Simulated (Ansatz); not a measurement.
Polymorphs of TaN, each relaxed with plane-wave PAW r²SCAN (Ansatz code):

A: Pm-3m
a = b = c = 4.2298 Å, α = β = γ = 90.00°

```csv
atom,site,symmetry,x,y,z
Ta,3c,4/mm.m,0.0000,0.5000,0.5000
N,3d,4/mm.m,0.0000,0.0000,0.5000
```

B: P-62m
a = 5.2017 Å, b = 5.2017 Å, c = 2.9083 Å, α = 90.00°, β = 90.00°, γ = 120.00°

| atom | site | symmetry | x | y | z |
|---|---|---|---|---|---|
| Ta | 1a | -62m | 0.0000 | 0.0000 | 0.0000 |
| Ta | 2d | -6.. | 0.3333 | 0.6667 | 0.5000 |
| N | 3f | m2m | 0.0000 | 0.3924 | 0.0000 |

C: P-6m2
a = b = 2.9364 Å, c = 2.8846 Å, α = β = 90.00°, γ = 120.00°

| atom | site | symmetry | x | y | z |
|---|---|---|---|---|---|
| Ta | 1b | -6m2 | 0.0000 | 0.0000 | 0.5000 |
| N | 1e | -6m2 | 0.6667 | 0.3333 | 0.0000 |

Put the candidates in order of energy per atom at 0 K, lowest first, for r²SCAN.

B (+0 meV/atom), C (+24 meV/atom), A (+525 meV/atom)

Typed or built starts, not in the databases checked: A. Not the usual ambient phase: A; C. All cells were relaxed under the symmetry of their starts (and spin orders); stability against distortions was not tested throughout. Rows with no word on spin ran without spin polarisation. Spin–orbit coupling is left out wherever it is not named.

Energies hold the estimated change up to a 700 eV cutoff; steps of a few meV lie near the error of the meshes.

Potentials: the earlier of the program's two PAW sets.
